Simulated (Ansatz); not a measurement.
RbLuO$_{2}$:
```xyz
4
Lattice="1.7001 0.9815 6.4876 -1.7001 0.9815 6.4876 0.0000 -1.9631 6.4876" Properties=species:S:1:pos:R:3 pbc="T T T"
Rb     0.0000     0.0000     0.0000
Lu     0.0000     0.0000     9.7315
O      0.0000     0.0000    15.0914
O      0.0000     0.0000     4.3716
```

Relaxed with r²SCAN.

Problem. Which orbitals make up the states near the band edges in DFT-r²SCAN in the program Ansatz with PAW potentials?

Solution. Top 1 eV of the valence band: O 2p 70 %, Lu 4f 24 %. Bottom 1 eV of the conduction band: Lu 5d 37 %, Rb 5s 13 %, O 2p 5 %, outside the projected shells 37 %. Projections are on Löwdin-orthogonalised atomic valence shells; empty p or d shells of many metals are not among them.

Problem. Tabulate the density of states.

Solution. States/eV per cell of 4 atoms, in 0.25 eV bins, energy from the valence-band maximum.

| E (eV) | total | Lu 4f | O 2p | Lu 5d |
|---|---|---|---|---|
| -7.85 | 0.00 | 0.00 | 0.00 | 0.00 |
| -7.60 | 0.00 | 0.00 | 0.00 | 0.00 |
| -7.35 | 0.00 | 0.00 | 0.00 | 0.00 |
| -7.10 | 0.00 | 0.00 | 0.00 | 0.00 |
| -6.85 | 0.00 | 0.00 | 0.00 | 0.00 |
| -6.60 | 0.00 | 0.00 | 0.00 | 0.00 |
| -6.35 | 0.00 | 0.00 | 0.00 | 0.00 |
| -6.10 | 0.00 | 0.00 | 0.00 | 0.00 |
| -5.85 | 0.00 | 0.00 | 0.00 | 0.00 |
| -5.60 | 0.00 | 0.00 | 0.00 | 0.00 |
| -5.35 | 0.00 | 0.00 | 0.00 | 0.00 |
| -5.10 | 0.00 | 0.00 | 0.00 | 0.00 |
| -4.85 | 0.00 | 0.00 | 0.00 | 0.00 |
| -4.60 | 0.00 | 0.00 | 0.00 | 0.00 |
| -4.35 | 0.00 | 0.00 | 0.00 | 0.00 |
| -4.10 | 0.00 | 0.00 | 0.00 | 0.00 |
| -3.85 | 0.00 | 0.00 | 0.00 | 0.00 |
| -3.60 | 0.01 | 0.00 | 0.01 | 0.00 |
| -3.35 | 0.71 | 0.01 | 0.47 | 0.15 |
| -3.10 | 2.31 | 0.10 | 1.57 | 0.40 |
| -2.85 | 4.85 | 0.50 | 3.28 | 0.57 |
| -2.60 | 0.86 | 0.07 | 0.59 | 0.12 |
| -2.35 | 6.16 | 1.05 | 4.00 | 0.81 |
| -2.10 | 24.15 | 13.10 | 9.33 | 1.24 |
| -1.85 | 11.78 | 8.85 | 2.51 | 0.32 |
| -1.60 | 25.88 | 23.66 | 1.78 | 0.31 |
| -1.35 | 5.80 | 2.91 | 2.44 | 0.28 |
| -1.10 | 5.28 | 1.79 | 2.97 | 0.32 |
| -0.85 | 2.77 | 0.86 | 1.66 | 0.13 |
| -0.60 | 6.08 | 1.50 | 4.24 | 0.13 |
| -0.35 | 5.12 | 1.08 | 3.78 | 0.06 |
| -0.10 | 2.25 | 0.45 | 1.71 | 0.02 |
| 0.15 | 0.00 | 0.00 | 0.00 | 0.00 |
| 0.40 | 0.00 | 0.00 | 0.00 | 0.00 |
| 0.65 | 0.00 | 0.00 | 0.00 | 0.00 |
| 0.90 | 0.00 | 0.00 | 0.00 | 0.00 |
| 1.15 | 0.00 | 0.00 | 0.00 | 0.00 |
| 1.40 | 0.00 | 0.00 | 0.00 | 0.00 |
| 1.65 | 0.00 | 0.00 | 0.00 | 0.00 |
| 1.90 | 0.00 | 0.00 | 0.00 | 0.00 |
| 2.15 | 0.00 | 0.00 | 0.00 | 0.00 |
| 2.40 | 0.00 | 0.00 | 0.00 | 0.00 |
| 2.65 | 0.00 | 0.00 | 0.00 | 0.00 |
| 2.90 | 0.00 | 0.00 | 0.00 | 0.00 |
| 3.15 | 0.00 | 0.00 | 0.00 | 0.00 |
| 3.40 | 0.00 | 0.00 | 0.00 | 0.00 |
| 3.65 | 0.00 | 0.00 | 0.00 | 0.00 |
| 3.90 | 0.14 | 0.00 | 0.01 | 0.06 |
| 4.15 | 0.40 | 0.00 | 0.02 | 0.17 |
| 4.40 | 0.65 | 0.00 | 0.03 | 0.24 |
| 4.65 | 0.91 | 0.00 | 0.05 | 0.31 |
| 4.90 | 1.26 | 0.00 | 0.07 | 0.38 |
| 5.15 | 1.75 | 0.00 | 0.10 | 0.58 |
| 5.40 | 1.59 | 0.00 | 0.10 | 0.60 |
| 5.65 | 1.36 | 0.00 | 0.10 | 0.65 |
| 5.90 | 1.91 | 0.00 | 0.13 | 0.80 |
| 6.15 | 1.58 | 0.00 | 0.13 | 0.66 |
| 6.40 | 1.75 | 0.00 | 0.20 | 0.83 |
| 6.65 | 3.03 | 0.00 | 0.41 | 1.71 |
| 6.90 | 2.76 | 0.00 | 0.34 | 1.59 |
| 7.15 | 2.63 | 0.00 | 0.25 | 1.38 |
| 7.40 | 3.31 | 0.00 | 0.27 | 1.48 |
| 7.65 | 2.77 | 0.00 | 0.19 | 1.23 |
| 7.90 | 4.06 | 0.00 | 0.27 | 1.56 |
| 8.15 | 3.08 | 0.00 | 0.22 | 1.24 |
| 8.40 | 3.16 | 0.00 | 0.22 | 1.35 |

Space group R-3m. The workflow started from a Materials Project entry (that database holds measured and hypothetical structures alike); the Crystallography Open Database files this formula in space group No. 166, but the cells were not matched. Its standing as an ambient phase is unchecked. The r²SCAN relaxation kept the symmetry of its start; whether a distortion lowers the energy is not shown. Scalar-relativistic: spin–orbit coupling is off unless named, which matters more the heavier the elements.

Potentials: the later of the program's two PAW sets.
